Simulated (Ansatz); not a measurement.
Ansatz (a quantum-chemistry and plane-wave program) input:

Ansatz 0.2 input:
```yaml
crystal:
  lattice:
    - [3.4666736077, 2.3263407623, 0.0]
    - [-3.4666736077, 2.3263407623, 0.0]
    - [-0.0018450388, 0.0, 7.2116776702]
  atoms:
    - { symbol: Ag, position: [0.5, 0.5, 0.0] }
    - { symbol: Ag, position: [0.1066898116, 0.8933101884, 0.2499883408] }
    - { symbol: Ag, position: [0.8933101884, 0.1066898116, 0.7500116592] }
    - { symbol: Ag, position: [0.5, 0.5, 0.5] }
    - { symbol: S, position: [0.2732440206, 0.7267559794, 0.7499563873] }
    - { symbol: S, position: [0.7267559794, 0.2732440206, 0.2500436127] }
kpoints:
  mp_grid: { grid: [4, 4, 3] }
hamiltonian:
  xc: hse06
  pseudopotentials: { kind: paw }
scf:
  n_extra_bands: 6
  occupations: { method: fixed }
output:
  eigenvalues: true
  eigenstates:
    e_range: [-9.0, 9.4]
    kpoints:
      - [0.0, 0.0, 0.0]  # VBM
      - [0.0, 0.0, 0.0]  # CBM
      - [0.0, 0.0, 0.0]  # GAMMA
      - [-0.5, 0.5, 0.0]  # Y_2
      - [0.0, 0.0, 0.5]  # A
      - [-0.5, 0.5, 0.5]  # M_2
      - [0.0, 0.5, 0.0]  # V_2
      - [0.0, 0.5, 0.5]  # L_2
      - [0.3625798822, 0.3625798822, 0.0]  # C
      - [-0.3625798822, 0.6374201178, 0.0]  # C_2
      - [-0.3625521913, 0.6374478087, 0.5]  # D
      - [0.3625521913, 0.3625521913, 0.5]  # D_2
```

Output (shortened):

```
Pseudopotential: Ag, paw, valence charge 19
Pseudopotential: S, paw, valence charge 6
Functional definition: HSE06
davidson cushion auto → on  (no smearing: the cushion is to keep the highest requested band from converging to the state above it …
Crystal: 6 atoms, lattice volume = 116.320 Å³
Basis set: ecut = 420 eV, 2257 PW (Γ)
Bands: 50, of which v1, the nominal top of the filled ones, is band 44 counted from 1 (43 counted from 0)
Symmetry: 4 space group operations
Space group: C2/m (ITA 12), of the structure as read, at distance tolerance 4.9e-5 Å
k-points: 17 of 48
SCF iter   1: F=—  HF=-32166.492015 eV  |F-HF|=—  |Δ(HF+E_count)|=         —  Δρ=2.76e-3  dr2=7.00e-3  ethr=1.77e-3  ⟨swp⟩=7.1  Hψ=3560  notcnv=0
preconditioner: auto → none
SCF iter   2: F=—  HF=-32166.491431 eV  |F-HF|=—  |Δ(HF+E_count)|=   5.83e-4  Δρ=1.25e-3  dr2=1.29e-3  ethr=7.96e-6  ⟨swp⟩=4.2  Hψ=2684  notcnv=0  defer=1
SCF iter   3: F=—  HF=-32166.491350 eV  |F-HF|=—  |Δ(HF+E_count)|=   8.13e-5  Δρ=5.61e-4  dr2=2.07e-4  ethr=1.46e-6  ⟨swp⟩=3.0  Hψ=2361  notcnv=0
SCF iter   4: F=-32166.491451 eV  HF=-32166.491433 eV  |F-HF|=1.78e-5  |Δ(HF+E_count)|=   8.32e-5  Δρ=2.61e-4  dr2=3.92e-5  ethr=2.36e-7  ⟨swp⟩=3.0  Hψ=2210  notcnv=0
SCF 1 stopped early in 4 iterations: F = -32166.491451 eV  dr2 = 3.92e-5
Crystal: 6 atoms, lattice volume = 116.320 Å³
Exchange kernel: α = 0.2500, screened, ω = 0.2079 Å⁻¹, Wigner–Seitz truncation, v(0) = 1040.2647 eV·Å³, q-mesh 4×4×3, nearest image of the exchange supercell L …
Frozen-core exchange: fock
SCF iter   1: F=—  HF=-32180.986004 eV  |F-HF|=—  |Δ(HF+E_count)|=         —  Δρ=1.24e-2  dr2=2.17e-1  ethr=4.45e-7  ⟨swp⟩=6.6  Hψ=4325  notcnv=0
preconditioner: auto → none
SCF iter   2: F=—  HF=-32180.933830 eV  |F-HF|=—  |Δ(HF+E_count)|=   5.22e-2  Δρ=6.00e-3  dr2=3.25e-2  ethr=4.45e-7  ⟨swp⟩=5.1  Hψ=3839  notcnv=0
SCF iter   3: F=—  HF=-32180.954916 eV  |F-HF|=—  |Δ(HF+E_count)|=   2.11e-2  Δρ=2.51e-3  dr2=7.17e-3  ethr=4.45e-7  ⟨swp⟩=4.4  Hψ=3272  notcnv=0
SCF iter   4: F=—  HF=-32180.953181 eV  |F-HF|=—  |Δ(HF+E_count)|=   1.73e-3  Δρ=1.07e-3  dr2=9.96e-4  ethr=4.45e-7  ⟨swp⟩=3.8  Hψ=2465  notcnv=0
SCF iter   5: F=—  HF=-32180.955151 eV  |F-HF|=—  |Δ(HF+E_count)|=   1.97e-3  Δρ=7.77e-4  dr2=7.05e-4  ethr=4.45e-7  ⟨swp⟩=3.3  Hψ=2515  notcnv=0
iter 6 solved again at ethr=3.88e-9 eV; its pass at ethr=4.45e-7 eV (dr2=3.41e-6 eV) is discarded
SCF iter   6: F=-32180.954941 eV  HF=-32180.954943 eV  |F-HF|=1.97e-6  |Δ(HF+E_count)|=   2.08e-4  Δρ=6.19e-5  dr2=6.24e-6  ethr=3.88e-9  ⟨swp⟩=2.6  Hψ=4290  notcnv=0
SCF 2 stopped early in 6 iterations: F = -32180.954941 eV  dr2 = 6.24e-6
hybrid outer 1: dexx = +3.630e-2 eV, tail = 8.10e-5 eV
Crystal: 6 atoms, lattice volume = 116.320 Å³
Exchange kernel: α = 0.2500, screened, ω = 0.2079 Å⁻¹, Wigner–Seitz truncation, v(0) = 1040.2647 eV·Å³, q-mesh 4×4×3, nearest image of the exchange supercell L …
Frozen-core exchange: fock
SCF iter   1: F=—  HF=-32180.955111 eV  |F-HF|=—  |Δ(HF+E_count)|=         —  Δρ=8.53e-5  dr2=6.98e-6  ethr=4.60e-7  ⟨swp⟩=3.1  Hψ=2150  notcnv=0
preconditioner: auto → none
iter 2 solved again at ethr=2.84e-10 eV; its pass at ethr=6.63e-9 eV (dr2=2.50e-7 eV) is discarded
SCF iter   2: F=—  HF=-32180.955110 eV  |F-HF|=—  |Δ(HF+E_count)|=   1.35e-6  Δρ=2.40e-5  dr2=3.60e-7  ethr=2.84e-10  ⟨swp⟩=2.2  Hψ=4232  notcnv=0
SCF iter   3: F=—  HF=-32180.955110 eV  |F-HF|=—  |Δ(HF+E_count)|=   7.88e-7  Δρ=1.56e-5  dr2=1.89e-7  ethr=2.84e-10  ⟨swp⟩=4.2  Hψ=2614  notcnv=0
SCF iter   4: F=-32180.955110 eV  HF=-32180.955110 eV  |F-HF|=6.26e-10  |Δ(HF+E_count)|=   3.29e-8  Δρ=3.51e-6  dr2=1.09e-8  ethr=2.01e-10  ⟨swp⟩=3.0  Hψ=2163  notcnv=0
SCF 3 converged in 4 iterations: F = -32180.955110 eV  dr2 = 1.09e-8
hybrid outer 2: dexx = +1.406e-6 eV, tail = 8.22e-8 eV, Δε = 2.08e-3 eV (about 7.02e-5 eV left of the loop's levels)
the search or the solves at the SCF's close seem to have found levels that the self-consistency loop had missed (the run counts 1) …
NSCF: frozen V_eff on 12 k-points
hybrid SCF converged: 2 outer / 10 inner (+4 warm-up), last move |dexx| = 1.41e-6 eV, tail = 8.22e-8 eV
Stability not checked (fock_operator)
Free energy (F): -32180.955111 eV
Frozen-core exchange: fock
Harris-Foulkes:  -32180.955111 eV  (|F-HF|=6.26e-10)
Internal energy: -32180.955111 eV  (E = F + TS)
E sigma→0 (E₀):  -32180.955111 eV
Fermi energy:    10.831698 eV
--- Per-component energies (eV) ---
  E_band       = -1463.313390
  E_kinetic    = 2332.722097
  E_local      = -11450.167306  (includes V_loc(G=0)·N_el)
  E_nonlocal   = 386.920573
  E_hartree    = 5140.402300
  E_xc         = -745.141926
  E_vxc        = -882.725657  (∫ρ·V_xc dr)
  E_exx        = -342.894112  (= α·E_x^exact, valence–valence)
  E_paw        = -16676.278470  (= ΣΔE_a)
  E_vpaw       = -1445.082934  (= ΣTr[D̂ρ^β])
  E_aug_tail   = 0.001253  (compensation charges beyond the density's cutoff)
  E_ewald      = -10824.017441
  E_core_change = -2.502080  (= ΣΔE_core)
  E_smearing   =  0.000000  (= −TS)
  E_closure    = 0.000000  (closes the sum)
  Σ components = -32180.955111   (vs F -32180.955111, Δ=0.00e0)
  [band-id]    e_kinetic+e_local+e_nonlocal+2·e_hartree+e_vxc+2·e_exx+e_vpaw+e_augmentation_tail = -1463.315598   (vs E_band -1463.313390, Δ=-2.21e-3)
--- Band table (eV; the first three rows and the last of 17) ---
  k-point 0: bands = ["-84.8155", "-84.8148", "-84.7080", "-84.7079", "-47.0726", "-47.0696", "-46.9964", "-46.9820", "-46.9408", "-46.9403", "-46.9280", "-46.9138", "-46.9088", "-46.9028", "-46.8651", "-46.8647", "-3.7203", "-3.0626", "4.3134", "4.4826", …
  k-point 1: bands = ["-84.8155", "-84.8148", "-84.7080", "-84.7079", "-47.0719", "-47.0703", "-46.9933", "-46.9862", "-46.9408", "-46.9403", "-46.9238", "-46.9169", "-46.9073", "-46.9043", "-46.8650", "-46.8648", "-3.5714", "-3.2444", "4.5028", "4.7817", …
  k-point 2: bands = ["-84.8155", "-84.8148", "-84.7080", "-84.7080", "-47.0754", "-47.0687", "-46.9906", "-46.9868", "-46.9426", "-46.9399", "-46.9233", "-46.9203", "-46.9053", "-46.9032", "-46.8650", "-46.8641", "-3.4830", "-2.9241", "4.3922", "4.4205", …
  k-point 16: bands = ["-84.8154", "-84.8148", "-84.7080", "-84.7080", "-47.0719", "-47.0706", "-46.9944", "-46.9868", "-46.9424", "-46.9399", "-46.9235", "-46.9160", "-46.9077", "-46.9056", "-46.8646", "-46.8631", "-3.1501", "-3.0169", "4.6142", "4.7587", …
```

Cost: roughly 4 core-minutes on shared cores.

The points marked VBM and CBM come from a semilocal run.

Space group Cmcm. The first step of the workflow began from a Materials Project structure, measured or hypothetical; the Crystallography Open Database copy checked does not list it. COD files the formula under space group No. 4, 14, so this cell is another polymorph or a model. Its standing as an ambient phase is unchecked. The cell was relaxed with PBEsol under the symmetry of its start; whether a distortion lowers the energy is not shown. No spin polarisation was allowed. Point labels and valley counts follow the cell and symmetry of the run, lower than the named group. Scalar-relativistic: spin–orbit coupling is off unless named, which matters more the heavier the elements.

Potentials: the later of the program's two PAW sets.

Ansatz is a plane-wave DFT program.
